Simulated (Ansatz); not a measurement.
**ScSnCN: computed property card**

ScSnCN:
```
CELL_PARAMETERS angstrom
      3.58436     0.00000     0.00000
     -1.79218     3.10415     0.00000
      0.00000     0.00000     5.46311
ATOMIC_POSITIONS crystal
  Sc 0.33333 0.66667 0.52539
  Sn 0.66667 0.33333 0.00575
  C  0.33333 0.66667 0.11019
  N  0.66667 0.33333 0.60866
```

Space group P3m1 (No. 156); conventional cell a = b = 3.584 Å, c = 5.463 Å, α = β = 90.00°, γ = 120.00°.

Method: r²SCAN (plane waves, PAW; program Ansatz). Geometry: relaxed at this level of theory. Other levels are named where they apply.

### Cell and energy

- Volume per atom: 15.20 Å³
- Density: 5.18 g/cm³
- Formation energy from the elements (no fitted shifts): -45 kJ/mol of atoms

### Electronic structure

- Band gap = 2.18 eV (direct)
- Valence-band maximum = at Γ
- Conduction-band minimum = at Γ
- Electron effective mass = 0.15, 0.15, 0.58 mₑ (principal values)
- Electron effective mass with spin–orbit coupling = 0.15, 0.15, 0.58 mₑ (principal values)
- Hole effective mass, band 1 of 2 at the edge = 0.73 along x, 4.4 along z (mₑ)
- Hole effective mass, band 2 of 2 at the edge = 0.15 along x, 4.4 along z (mₑ)
- Hole effective mass with spin–orbit coupling = 0.25, 0.25, 4.4 mₑ (principal values)
- HSE06 gap on the r²SCAN cell = 2.76 eV
- Gap with spin–orbit coupling = 2.14 eV

The start of the workflow was typed in or built on a structure type; neither database checked (COD, Materials Project) lists it. Whether it is the stable phase at ambient conditions was not checked. The cell was relaxed with r²SCAN under the symmetry of its start; whether a distortion lowers the energy is not shown. No spin polarisation was allowed. The references are the lowest solids computed at this level, not always the standard phases (solids in place of the gases). Scalar-relativistic: spin–orbit coupling is off unless named, which matters more the heavier the elements.

Potentials: the earlier of the program's two PAW sets. The files were generated under PBE; for other functionals the program regenerates the frozen cores, and for LDA and PBEsol the local potential too.
